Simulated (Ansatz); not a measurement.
With the program Ansatz at the PBE level (PAW), CoB3N3 in the hexagonal phase (P-62m; Pearson symbol hP14) relaxes to a = 4.435 Å, c = 7.165 Å. B on 3f has 3 nearest neighbours from 1.46 Å (trigonal planar); N on 2c has 3 nearest neighbours from 1.46 Å (trigonal planar); B on 3g has 3 nearest neighbours from 1.48 Å (trigonal planar). Against the elements it lies at -0.55 eV/atom, with no fitted shifts.

The Kohn–Sham gap is 0.23 eV (indirect). The valence maximum lies on the Γ–M line, 44 % of the way from Γ and the conduction minimum at L (3 equivalent valleys). Electrons at the band edge weigh 1.5, 2.2, 5.2 mₑ (principal values). The magnetic state found is ferromagnetic. The net moment is 0.14 μB per atom.

The start of the workflow was typed in or built on a structure type; neither database checked (COD, Materials Project) lists it. Its standing as an ambient phase is unchecked. The cell was relaxed with PBE under the symmetry of its start; whether a distortion lowers the energy is not shown. Spin order of the final state: ferromagnetic, chosen from 2 collinear starts compared on coarse meshes (ties went to the first, and starts can fall back to one state), not a proven ground state. No Hubbard U is applied. Point labels and valley counts follow the cell and symmetry of the run, lower than the named group. The references are the lowest solids computed at this level, not always the standard phases (solids in place of the gases).

Potentials: the earlier of the program's two PAW sets.
